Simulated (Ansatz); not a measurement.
**Te$_{2}$Mo: from a starting cell to a relaxed one**

The start is a generated cell, Te2Mo placed in the marcasite structure type. Cell shape, volume and atoms are optimised at zero target pressure with PBEsol (plane waves to 420 eV, PAW, scalar-relativistic; Ansatz, a program for electronic structure). The first steps use a coarse 4×4×5 k-mesh.

Starting cell:
```yaml
crystal:
  lattice:
    - [5.85911, 0.00000, 0.00000]
    - [0.00000, 7.15100, 0.00000]
    - [0.00000, 0.00000, 4.46413]
  atoms:
    - { symbol: Mo, position: [0.00000, 0.00000, 0.00000] }
    - { symbol: Mo, position: [0.50000, 0.50000, 0.50000] }
    - { symbol: Te, position: [0.20040, 0.37870, 0.00000] }
    - { symbol: Te, position: [0.70040, 0.12130, 0.50000] }
    - { symbol: Te, position: [0.29960, 0.87870, 0.50000] }
    - { symbol: Te, position: [0.79960, 0.62130, 0.00000] }
```

Question: What pressure does the first self-consistent step give?

Answer: -13 GPa (negative: the cell is under tension).

Question: Which atoms feel the largest initial force, and how large is it?

Answer: About 1.3 eV/Å, on Te3, Te4, Te5, Te6 (atoms numbered as listed).

Question: By how much does the energy per atom fall from start to end?

Answer: 0.66 eV/atom.

Question: How do the shortest distances between atoms change?

Answer: The closest pairs of elements (up to four, under 3.6 Å), start → end: Mo–Te 2.95 → 2.66 Å; Te–Te 2.92 → 3.04 Å; Mo–Mo 4.46 → 3.44 Å.

Question: Is the relaxed structure metallic? Give its gap.

Answer: No gap (metallic).

The space group stays Pnnm (No. 58) (the run could not lower it); the end is AFLOW prototype AB2_oP6_58_a_g (as in Fe2C), with 6 atoms in the primitive cell. Final values are on a 8×7×14 k-mesh of the relaxed cell. No spin polarisation in the result.

The run could not lose the symmetry of its start: the end is stationary, and may be a saddle point rather than a minimum.

The relaxed structure here is a generated cell of Te2Mo: the first start was made by placing the elements on the sites of a structure type, and the end was not matched to a known phase here, so it may be hypothetical. Known forms of Te2Mo include space group No. 194.
